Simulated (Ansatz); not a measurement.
## Rh in Ansatz, settings compared

The command:

```bash
ansatz run input.yaml --threads 1 --pin off --max-ram 2560MiB --backend cpu --events-out ev --progress --plain --runs-dir out
```

Input:

```yaml
crystal:
  lattice:
    - [1.34415, 2.328136, 0.0]
    - [-1.34415, 2.328136, 0.0]
    - [0.0, 0.0, 4.247339]
  atoms:
    - { symbol: Rh, position: [0.33333, 0.33334, 0.25] }
    - { symbol: Rh, position: [0.66666, 0.66667, 0.75] }
  symmetry: { tolerance: 0.0003 }
kpoints:
  mp_grid: { grid: [8, 8, 4], shift: [0, 0, 0] }
magnetization:
  spin_polarized: false
scf:
  occupations: { method: fermi_dirac }
hamiltonian:
  pseudopotentials: { kind: paw }
  xc: r2scan
basis:
  ecutwfc: 500
output:
  forces: true
  stress: true
  eigenvalues: true
```

Origin of the cell: a known structure type with other elements, at an estimated volume, so it need not be a known compound.

The smearing width isn't typed, so it takes its default of 0.1 eV.

Output of this run (shortened):

```
Warning: the atoms were moved onto the symmetric positions of the space group found under crystal.symmetry.tolerance 3.0e-4 (fractional; no operation is sought that the atoms, as they stand i […]
Pseudopotentials: kind: paw
Pseudopotential: Rh, paw, valence charge 17, recommended cutoff 500 eV (meta_gga), Rh.paw.azcp
Functional definition: r2SCAN
  exchange = r2scan_x(k0 = k0, k1 = k1, a1 = a1)
  correlation = r2scan_c
Crystal: 2 atoms, lattice volume = 26.583 Å³
Basis set: ecut = 500 eV, 687 PW (Γ), exchange–correlation on 80×80×128 points (64 copies of the dense FFT grid, shifted against one another)
Bands: 21, of which v1, the nominal top of the filled ones, is band 17 counted from 1 (16 counted from 0)
Symmetry: 24 space group operations
Space group: P63/mmc (ITA 194), of the structure as read, at distance tolerance 9.0e-4 Å
[… 4 lines left out …]
Initial density: superposition of atomic densities (neutral atoms: chi_scale 0, normalization atom), corrected by the library's trained network
Functional: x = r2scan, c = r2scan; τ floored in thin density (d = 2e-4 eV/Å³)
SCF iter   1: F=—  HF=-12830.429340 eV  Δρ=1.08e-2  dr2=7.48e-3  dr2_τ=1.60e-2
SCF iter   2: F=—  HF=-12830.453235 eV  Δρ=6.61e-3  dr2=3.68e-3  dr2_τ=4.53e-4
SCF iter   3: F=—  HF=-12830.456003 eV  Δρ=2.80e-3  dr2=1.83e-3  dr2_τ=1.94e-4
SCF iter   4: F=—  HF=-12830.455533 eV  Δρ=4.66e-4  dr2=3.35e-5  dr2_τ=1.24e-5
SCF iter   5: F=—  HF=-12830.455567 eV  Δρ=1.79e-4  dr2=2.93e-6  dr2_τ=6.90e-7
SCF iter   6: F=—  HF=-12830.455586 eV  Δρ=2.71e-5  dr2=1.54e-7  dr2_τ=1.48e-8
SCF iter   7: F=-12830.455586 eV  HF=-12830.455586 eV  Δρ=1.51e-5  dr2=5.22e-8  dr2_τ=2.12e-9
SCF 1 converged in 7 iterations: F = -12830.455586 eV  dr2 = 5.22e-8
SCF converged after 7 iterations
Free energy (F): -12830.455586 eV
Harris-Foulkes:  -12830.455586 eV  (|F-HF|=3.14e-8)
Internal energy: -12830.356669 eV  (E = F + TS)
E sigma→0 (E₀):  -12830.406127 eV
Entropy (-TS):   -0.098917 eV (-49.459 meV/atom)
Fermi energy:    23.309753 eV
--- Per-component energies (eV) ---
  E_band       = -175.083283
  E_kinetic    = 1149.235082
  E_local      = -3048.531431  (includes V_loc(G=0)·N_el)
  E_nonlocal   = 711.042531
  E_hartree    = 1075.041690
  E_xc         = -434.593267
  E_vxc        = -629.736008  (∫ρ·V_xc dr)
  E_paw        = -7208.667359  (= ΣΔE_a)
  E_vpaw       = -549.777444  (= ΣTr[D̂ρ^β])
  E_aug_tail   = 0.001242  (compensation charges beyond the density's cutoff)
  E_vtau       = 42.588572  (kinetic-family band-sum trace: ∫τ·v_τ [+ j·A + Jᵃ·Aᵃ] dr)
  E_ewald      = -5073.145238
  E_core_change = -0.739919  (= ΣΔE_core)
  E_smearing   = -0.098917  (= −TS)
  Σ components = -12830.455586   (vs F -12830.455586, Δ=0.00e0)
--- Forces (eV/Å), atoms counted from 1 ---
  atom   1  Rh    -0.000000    -0.000000     0.000000
  atom   2  Rh     0.000000     0.000000     0.000000
  max |Σ_I F_I| component: 1.39e-17 eV/Å
--- Stress (GPa, compression-positive) ---
        9.594300       0.000000       0.000000
        0.000000       9.594300       0.000000
        0.000000       0.000000      15.074244
  P = ⅓ Tr σ = 11.4209 GPa (114.209 kbar)
```

The same input was run again with these changes:

1. `scf.lower_state_search` default → full; `scf.n_extra_bands` default → 4; `crystal.symmetry` { tolerance: 0.0003 } → { detect: false }
2. `scf.occupations.method` fermi_dirac → gaussian; `scf.occupations.width` default → 0.15
3. `crystal.symmetry` { tolerance: 0.0003 } → { detect: false }
4. `hamiltonian.hubbard` default → { sites: [{ species: Rh, l: d, u_eff: 1.0 }], double_counting: fll }

| run | end | SCF iterations | P (GPa) | max force component (eV/Å) | gap on mesh (eV) | moment (μB) | ΔE(σ→0) (meV/atom) |
| --- | --- | --- | --- | --- | --- | --- | --- |
| base | converged | 7 | 11.42 | 0.000 | none | – | 0 |
| 1 | converged | 8 | 11.42 | 0.000 | none | – | 0.00 |
| 2 | converged | 7 | 11.11 | 0.000 | none | – | 0.70 |
| 3 | converged | 8 | 11.42 | 0.000 | none | – | 0.00 |
| 4 | converged | 7 | 10.94 | 0.000 | none | – | – |

Energies are compared only where functional, datasets, charge and starting cell are the same.

Caveats of the base run: no moments, though an odd count or open d shells may carry them; the k mesh is coarse if the cell is a metal.

The base run ran for 2.2 s of wall time on 1 CPU thread(s) of a shared host, from the program's own first density.
